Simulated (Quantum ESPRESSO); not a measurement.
## Kohn-Sham bands of GeS2 (P4₂/nmc)

```yaml
crystal:
  lattice:
    - [3.48735, 0.00000, 0.00000]
    - [0.00000, 3.48735, 0.00000]
    - [0.00000, 0.00000, 11.38043]
  atoms:
    - { symbol: Ge, position: [0.00000, 0.00000, 0.50000] }
    - { symbol: Ge, position: [0.50000, 0.50000, 0.00000] }
    - { symbol: S, position: [0.00000, 0.50000, 0.87654] }
    - { symbol: S, position: [0.00000, 0.50000, 0.37654] }
    - { symbol: S, position: [0.50000, 0.00000, 0.62346] }
    - { symbol: S, position: [0.50000, 0.00000, 0.12346] }
```

Materials Project entry mp-1071032; symmetrised, unrelaxed at this level. Not found in the COD (Crystallography Open Database) copy used, which has the formula in other groups; not checked further. Computed values, not measurements, from PBEsol: Quantum ESPRESSO (norm-conserving PseudoDojo potentials, cutoff 63 Ry, no spin polarisation, no spin-orbit coupling) on a Γ-centred 8×8×4 mesh, then Wannier90. Density: 10×10×4 mesh, Gaussian smearing 0.01 Ry. The cell is built of weakly bound layers, chains or molecules. Database cells relaxed without dispersion often hold them too far apart, which can enlarge gaps and weakens couplings between them; spacing and stacking were not compared with the measured crystal. Spin-orbit coupling, left out, would split the p-like bands by a few tenths of an eV.

List the Kohn-Sham levels between −8 and 4.0 eV relative to the valence-band maximum at the high-symmetry points, as a band run of pw.x on that density gives them (levels within 2 meV counted together).


```csv
point,k (reciprocal lattice),levels (eV)
Γ,0.000 0.000 0.000,"-6.57, -5.64, -3.26 (×2), -3.14 (×2), -2.90, -1.24, -0.59 (×2), -0.27 (×2), 1.01, 1.73, 1.96, 2.00"
X,0.000 0.500 0.000,"-4.63 (×2), -3.31 (×2), -2.67 (×2), -1.78 (×2), -0.02 (×2), 1.57 (×2)"
M,0.500 0.500 0.000,"-5.33 (×2), -3.43 (×2), -3.21 (×2), -3.01 (×2), -1.81 (×2), 1.91 (×2), 2.60 (×2), 3.77 (×2)"
Z,0.000 0.000 0.500,"-6.16 (×2), -3.25 (×2), -3.16 (×2), -2.10 (×2), -0.53 (×2), -0.33 (×2), 1.60 (×2), 1.86 (×2)"
R,0.000 0.500 0.500,"-4.72 (×2), -3.04 (×2), -2.67 (×2), -2.05 (×2), -0.02 (×2), 1.70 (×2)"
A,0.500 0.500 0.500,"-5.33 (×2), -3.33 (×4), -2.99 (×2), -1.85 (×2), 1.99 (×2), 3.12 (×4)"
```
